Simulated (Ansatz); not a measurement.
Si₃P₄ in space group I-43d (No. 220; Si on 12a, P on 16c), PBE in the plane-wave PAW code Ansatz, all energies at zero smearing, with the estimated change up to a 700 eV cutoff added, with one set of potentials and settings (totals compare only within such a set). Cell of 14 atoms (6 Si, 8 P): -9859.725 eV.

```json
[
 {"element": "Si", "reference phase": "Fd-3m, 2 atoms in the cell", "E (eV/atom)": "-635.8114"},
 {"element": "P", "reference phase": "Cmce, 4 atoms in the cell", "E (eV/atom)": "-755.6733"}
]
```

Formation energy per atom, worked out: (-9859.725 − 6×(-635.8114) − 8×(-755.6733))/14 = 0.038 eV/atom (4 kJ per mol of atoms), at 0 K, without zero-point energy or fitted corrections.

A made-up cell: these elements were put on the sites of a structure type; neither database checked (COD, Materials Project) lists it. Whether it is the stable phase at ambient conditions was not checked. Symmetry was held in the PBE relaxation; whether a distortion lowers the energy is not shown. The references are the lowest solids computed at this level, not always the standard phases.

Potentials: the earlier of the program's two PAW sets.
